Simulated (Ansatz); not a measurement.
# Property card for YCu₅

The calculation used DFT r2SCAN, scalar-relativistic, plane waves, PAW (Ansatz).

Plane waves to 500 eV, a k mesh through Γ of 12×12×10 on the computed 6-atom cell and Gaussian smearing (0.10 eV); no spin polarisation.

The structure is relaxed at this level of theory with its symmetry kept. Whether it is the stable form of this composition wasn't checked.

```xyz
6
Lattice="4.9944 0.0000 0.0000 -2.4972 4.3253 0.0000 0.0000 0.0000 4.0383" Properties=species:S:1:pos:R:3 pbc="T T T"
Y     0.0000    0.0000    0.0000
Cu    2.4972    0.0000    2.0192
Cu    1.2486    2.1626    2.0192
Cu   -1.2486    2.1626    2.0192
Cu    0.0000    2.8835    0.0000
Cu    2.4972    1.4418    0.0000
```

Task: Density of states at the Fermi level?

Result: 2.61 states/eV per cell.

Task: Löwdin character within 0.5 eV of the Fermi level?

Result: Y 4d 37 %, Cu 3d 21 %, Cu 4s 18 %, unprojected 20 %.

Task: Bader charges (e)?

Result: Y (1 in the cell) 1.74, Cu (3 in the cell) -0.32, Cu (2 in the cell) -0.39.

Cost: 1 run of about 5.2 core-minutes, on Arm Neoverse V1 (shared hosts).